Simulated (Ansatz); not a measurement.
An Ansatz input:

```yaml
crystal:
  lattice:
    - [-1.6238584357, 1.6238584357, 1.6238584357]
    - [1.6238584357, -1.6238584357, 1.6238584357]
    - [1.6238584357, 1.6238584357, -1.6238584357]
  atoms:
    - { symbol: Pd, position: [0.0, 0.0, 0.0], spin: 0.5 }
hamiltonian:
  xc: blyp
  pseudopotentials:
    kind: paw
    azcp:
      Pd: "pseudopotentials/Pd.paw.azcp"
basis:
  ecutwfc: 420
  fft_grid_basis: typed
kpoints:
  mp_grid: { grid: [16, 16, 16], shift: [0, 0, 0] }
magnetization:
  spin_polarized: true
scf:
  occupations: { method: fermi_dirac, width: 0.05 }
  lower_state_search: "off"
output:
  stress: true
```

and its output:

```
Engine: ansatz 0.2.0, x86_64-unknown-linux-gnu
Pseudopotentials: kind: paw
Pseudopotential: Pd, paw, valence charge 18, recommended cutoff 420 eV (normal) 
Functional definition: BLYP
  parameter beta = 0.0042
  parameter a = 0.04918
  parameter b = 0.132
  parameter c = 0.2533
  parameter d = 0.349
  exchange = b88_x(beta = beta)
  correlation = lyp_c(a = a, b = b, c = c, d = d)
Crystal: 1 atoms, lattice volume = 17.128 Å³
Basis set: ecut = 420 eV, 321 PW (Γ), exchange–correlation on 40×40×40 points (8 copies of the dense FFT grid, shifted against one another)
Bands: 14, of which v1, the nominal top of the filled ones, is band 9 counted from 1 (8 counted from 0)
Symmetry: 48 space group operations
Space group: Im-3m (ITA 229), of the structure as read, at distance tolerance 2.6e-5 Å
Magnetic group: BNS 229.140 (UNI 1642), of the structure as read, at distance tolerance 2.6e-5 Å
k-points: 145 of 4096
Non-local potential: Pd, projectors of the file, l = 0: 2, l = 1: 2, l = 2: 2, l = 3: 1
PAW form: soft (Blöchl's): semilocal exchange-correlation on the pseudo side does not see the compensation charge
PAW frozen core: Pd, regenerated for the run's functional, and the local potential with it (the file was generated under x = pbe(κ = 0.804, μ = 0.2195149727645171), c = pbe(β = 0.06672455060314922))
PAW one-centre angular grid: Pd, 590 points (default); XC on 64 Gauss nodes
Initial density: superposition of atomic densities (chi_scale 0.1, normalization cell)
Starting moments: Σ|m| = 0.5 μB on 1 of 1 site
Initial wavefunctions: pseudopotential atomic-orbital guess
Functional: x = b88, c = lyp
SCF iter   1: F=—  HF=-6988.453972 eV  |F-HF|=—  |Δ(HF+E_count)|=         —  Δρ=8.39e-2 (↑8.39e-2 ↓5.87e-2)  dr2=3.53e0  dr2_m=4.70e-2  M=0.247 μB ∫|m|=0.256 μB  β_m=0.30  ethr=3.10e-3  ⟨swp⟩=5.3  Hψ=21507  notcnv=0
spin=Collinear: Kerker preconditioning applied to the charge; magnetization (m = ρ↑ − ρ↓) channel mixes plain (no charge-response kernel on spin).
SCF iter   2: F=—  HF=-6987.814569 eV  |F-HF|=—  |Δ(HF+E_count)|=   6.39e-1  Δρ=4.78e-2 (↑4.78e-2 ↓3.18e-2)  dr2=1.06e0  dr2_m=2.70e-2  M=0.230 μB ∫|m|=0.239 μB  β_m=0.30  ethr=3.10e-3  ⟨swp⟩=2.8  Hψ=8856  notcnv=0  defer=157
...
SCF iter  13: F=—  HF=-6987.552227 eV  |F-HF|=—  |Δ(HF+E_count)|=   8.47e-6  Δρ=2.91e-5 (↑2.20e-5 ↓2.91e-5)  dr2=3.80e-7  dr2_m=4.01e-9  M=-0.000 μB ∫|m|=0.000 μB  β_m=0.75  ethr=2.31e-10  ⟨swp⟩=3.5  Hψ=8837  notcnv=0  defer=177
iter 14 did not close the SCF: its close was put off for a magnetic moment that had not settled (scf_convergence_deferred on its scf_iter line)
SCF iter  14: F=-6987.552226 eV  HF=-6987.552226 eV  |F-HF|=2.16e-9  |Δ(HF+E_count)|=   1.09e-7  Δρ=4.82e-6 (↑4.82e-6 ↓3.25e-6)  dr2=1.62e-9  dr2_m=1.83e-9  M=-0.000 μB ∫|m|=0.000 μB  β_m=0.88  ethr=2.31e-10  ⟨swp⟩=2.0  Hψ=12700  notcnv=0
iter 15 did not close the SCF: its close was put off for a magnetic moment that had not settled (scf_convergence_deferred on its scf_iter line)
SCF iter  15: F=-6987.552227 eV  HF=-6987.552227 eV  |F-HF|=2.09e-10  |Δ(HF+E_count)|=   3.11e-9  Δρ=9.18e-7 (↑8.58e-7 ↓9.18e-7)  dr2=1.75e-10  dr2_m=5.17e-11  M=-0.000 μB ∫|m|=0.000 μB  β_m=0.94  ethr=8.99e-12  ⟨swp⟩=1.0  Hψ=11383  notcnv=0
SCF iter  16: F=-6987.552227 eV  HF=-6987.552227 eV  |F-HF|=2.73e-12  |Δ(HF+E_count)|=  2.40e-10  Δρ=1.77e-7 (↑1.34e-7 ↓1.77e-7)  dr2=1.56e-11  dr2_m=2.75e-13  M=-0.000 μB ∫|m|=0.000 μB  ethr=1.00e-12  ⟨swp⟩=1.0  Hψ=10559  notcnv=0
WARN: the starting moments were not kept: the SCF closed with an absolute magnetisation of 1.6e-6 μB, where they sum to 0.5 μB in size (1 site). That is at most 0.1 of that sum. Measured as dr2_m measures the in/out step, that magnetisation stands 1.9e-12 eV from none, at or under the dr2_threshold of 1.0e-7 eV: it is no larger than a step whose dr2_m would equal this threshold. The system may hold no moment; this SCF shows only that its start led to no more than that. To try another start: raise the starting moments (crystal.atoms[].spin, magnetization.per_species, magnetization.initial_magnetization, or on a non-collinear deck that types none of these the spinor_matrix: blocks that start its atoms; where the total moment is fixed, keep their sum and leave initial_magnetization as it is; typed ones take the place of any that the run laid by itself, positive ones on a crystal's lanthanoids without a Hubbard term where scf.initial_density.shell_occupations: [] is typed) or, if the notice of its spin-set hold's release reads "site moments contracting" or "site moments show no strong build", lengthen the hold (scf.mixing.spin_hold: { on: { confirm: 4 } }; for m-r²SCAN on two components see the key's manual first). Each may lead to a state that holds a moment. A second SCF, from the converged charge density, with the starting moments and any scf.initial_density.shell_occupations laid on it anew, would have followed, and was not run: the deck does not ask for one (magnetization.retry_lost_moments is false, the default). To let it run, set magnetization.retry_lost_moments: true and run the deck again, where that key's refused combinations let it; where memory then withholds it, that run's warning says so.
SCF 1 converged in 16 iterations: F = -6987.552227 eV  dr2 = 1.56e-11
SCF converged after 16 iterations
Magnetization: -0.0000 μB (9.0000 up, 9.0000 down)
Absolute magnetization: 0.0000 μB (∫|ρ↑−ρ↓|, with the PAW one-centre terms)
Spin contamination: 0.0000 ħ² per cell (⟨S²⟩ above its minimum at these occupations)
Per-site moments (μB) at R_I (Å): [(-1.4878594149983326e-6, 1.160199692409334)]
Free energy (F): -6987.552227 eV
Harris-Foulkes:  -6987.552227 eV  (|F-HF|=2.73e-12)
Internal energy: -6987.539896 eV  (E = F + TS)
E sigma→0 (E₀):  -6987.546061 eV
Entropy (-TS):   -0.012331 eV (-12.331 meV/atom)
Fermi energy:    16.608934 eV
--- Per-component energies (eV) ---
  E_band       = -184.567464
  E_kinetic    = 512.673633
  E_local      = -1959.389982  (includes V_loc(G=0)·N_el)
  E_nonlocal   = 216.305737
  E_hartree    = 789.968544
  E_xc         = -165.026227
  E_vxc        = -206.571528  (∫ρ·V_xc dr)
  E_paw        = -3768.200853  (= ΣΔE_a)
  E_vpaw       = -327.522786  (= ΣTr[D̂ρ^β])
  E_aug_tail   = 0.000204  (compensation charges beyond the density's cutoff)
  E_ewald      = -2613.957779
  E_core_change = 0.086828  (= ΣΔE_core)
  E_smearing   = -0.012331  (= −TS)
  E_closure    = -0.000000  (closes the sum)
  Σ components = -6987.552227   (vs F -6987.552227, Δ=0.00e0)
--- Stress (GPa, compression-positive) ---
       -4.600634       0.000000       0.000000
        0.000000      -4.600634       0.000000
        0.000000      -0.000000      -4.600634
  P = ⅓ Tr σ = -4.6006 GPa (-46.006 kbar)
```
